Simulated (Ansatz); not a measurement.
Method: Ansatz 0.2.0, DFT PBE, scalar-relativistic, plane waves, PAW. Settings: cutoff 420 eV, Γ-centred meshes spaced at most about 0.3 Å⁻¹, and about 0.25 Å⁻¹ or finer for metals (2π included), Gaussian smearing. No spin polarisation in the final relaxations.

These are static total energies at zero pressure. All come from trial cells, and lower structures may exist.

Question: Which of these relaxed structures of MgBe2S3 is the lowest in energy?
A.

```cif
data_structure
_symmetry_space_group_name_H-M 'P-3m1'
_symmetry_Int_Tables_number 164
_cell_length_a 3.4032
_cell_length_b 3.4032
_cell_length_c 8.4568
_cell_angle_alpha 90.000
_cell_angle_beta 90.000
_cell_angle_gamma 120.000
_cell_volume 84.82
loop_
_atom_site_label
_atom_site_type_symbol
_atom_site_symmetry_multiplicity
_atom_site_Wyckoff_symbol
_atom_site_fract_x
_atom_site_fract_y
_atom_site_fract_z
_atom_site_occupancy
Mg1 Mg 1 a 0.00000 0.00000 0.00000 1
Be1 Be 2 d 0.33333 0.66667 0.65957 1
S1 S 2 d 0.33333 0.66667 0.19321 1
S2 S 1 b 0.00000 0.00000 0.50000 1
```

B.

```cif
data_structure
_symmetry_space_group_name_H-M 'P-4m2'
_symmetry_Int_Tables_number 115
_cell_length_a 3.3436
_cell_length_b 3.3436
_cell_length_c 11.3963
_cell_angle_alpha 90.000
_cell_angle_beta 90.000
_cell_angle_gamma 90.000
_cell_volume 127.40
loop_
_atom_site_label
_atom_site_type_symbol
_atom_site_symmetry_multiplicity
_atom_site_Wyckoff_symbol
_atom_site_fract_x
_atom_site_fract_y
_atom_site_fract_z
_atom_site_occupancy
Mg1 Mg 1 a 0.00000 0.00000 0.00000 1
Be1 Be 2 g 0.00000 0.50000 0.56965 1
S1 S 1 b 0.50000 0.50000 0.00000 1
S2 S 2 g 0.00000 0.50000 0.38875 1
```

C.

```cif
data_structure
_symmetry_space_group_name_H-M 'P6/mmm'
_symmetry_Int_Tables_number 191
_cell_length_a 6.1416
_cell_length_b 6.1416
_cell_length_c 3.0140
_cell_angle_alpha 90.000
_cell_angle_beta 90.000
_cell_angle_gamma 120.000
_cell_volume 98.45
loop_
_atom_site_label
_atom_site_type_symbol
_atom_site_symmetry_multiplicity
_atom_site_Wyckoff_symbol
_atom_site_fract_x
_atom_site_fract_y
_atom_site_fract_z
_atom_site_occupancy
Mg1 Mg 1 a 0.00000 0.00000 0.00000 1
Be1 Be 2 c 0.33333 0.66667 0.00000 1
S1 S 3 g 0.50000 0.00000 0.50000 1
```

D.

```cif
data_structure
_symmetry_space_group_name_H-M 'Cmmm'
_symmetry_Int_Tables_number 65
_cell_length_a 4.3882
_cell_length_b 14.7460
_cell_length_c 3.1308
_cell_angle_alpha 90.000
_cell_angle_beta 90.000
_cell_angle_gamma 90.000
_cell_volume 202.59
loop_
_atom_site_label
_atom_site_type_symbol
_atom_site_symmetry_multiplicity
_atom_site_Wyckoff_symbol
_atom_site_fract_x
_atom_site_fract_y
_atom_site_fract_z
_atom_site_occupancy
Mg1 Mg 2 a 0.00000 0.00000 0.00000 1
Be1 Be 4 f 0.75000 0.25000 0.50000 1
S1 S 4 i 0.00000 0.17754 0.00000 1
S2 S 2 c 0.50000 0.00000 0.50000 1
```

Answer: A. It has Mg and Be ordered on rock salt sites, space group P-3m1 (No. 164); the next, B, with space group P-4m2 (No. 115), lies 107 meV/atom higher. Counting S atoms around Be and Mg (those within 1.25 times the shortest such distance or 1.15 times the sum of covalent radii; a plus sign parts nearer from farther groups), the lowest has Mg 6, Be 6 and the next has Mg 4, Be 1+4.

No dispersion correction is applied, so the spacing and binding between layers, chains or molecules are poorly described (P-4m2), and this can change margins and order among such cells. Cells relaxed within their symmetry can be saddle points. Some structure types and database cells were kept out of the candidates from the start, so a known form may be missing.
